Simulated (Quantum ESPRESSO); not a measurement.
pw.x input (Quantum ESPRESSO 7.5; LDA, PseudoDojo standard norm-conserving files, scalar-relativistic):

```
&CONTROL
  calculation = 'scf'
  pseudo_dir = './pseudo'
  outdir = './out'
  tprnfor = .true.
  tstress = .true.
/
&SYSTEM
  ibrav = 0
  nat = 2
  ntyp = 1
  ecutwfc = 78.0
  ecutrho = 312.0
  occupations = 'smearing'
  smearing = 'fd'
  degauss = 0.002
  nbnd = 18
/
&ELECTRONS
  conv_thr = 2e-10
/
ATOMIC_SPECIES
Ge 72.6300 Ge.upf
CELL_PARAMETERS angstrom
  0.000000000000   2.811350249000   2.811350249000
  2.811350249000   0.000000000000   2.811350249000
  2.811350249000   2.811350249000   0.000000000000
ATOMIC_POSITIONS crystal
Ge   0.000000000000   0.000000000000   0.000000000000
Ge   0.250000000000   0.250000000000   0.250000000000
K_POINTS automatic
8 8 8 0 0 0
```

End of the output:

```
     total energy              =    -356.93963501 Ry
     estimated scf accuracy    <       0.00000041 Ry
     total energy              =    -356.93963517 Ry
     estimated scf accuracy    <       0.00000003 Ry
     total energy              =    -356.93963517 Ry
     estimated scf accuracy    <          1.8E-09 Ry
[...]
     the Fermi energy is     9.5223 ev
!    total energy              =    -356.93963517 Ry
     estimated scf accuracy    <          1.2E-11 Ry
     smearing contrib. (-TS)   =      -0.00002416 Ry
     internal energy E=F+TS    =    -356.93961101 Ry
     The total energy is F=E-TS. E is the sum of the following terms:
     one-electron contribution =    -182.28689948 Ry
     hartree contribution      =     109.96148759 Ry
     xc contribution           =     -85.87984716 Ry
     ewald contribution        =    -198.73435196 Ry
     convergence has been achieved in   7 iterations
     Forces acting on atoms (cartesian axes, Ry/au):
     atom    1 type  1   force =     0.00000000   -0.00000000    0.00000000
     atom    2 type  1   force =     0.00000000    0.00000000    0.00000000
     Total force =     0.000000     Total SCF correction =     0.000000
     Computing stress (Cartesian axis) and pressure
          total   stress  (Ry/bohr**3)                   (kbar)     P=       -1.10
  -0.00000750   0.00000000  -0.00000000           -1.10        0.00       -0.00
  -0.00000000  -0.00000750  -0.00000000           -0.00       -1.10       -0.00
   0.00000000  -0.00000000  -0.00000750            0.00       -0.00       -1.10
```

Spin-orbit coupling is not included.

Geometry relaxed with LDA.
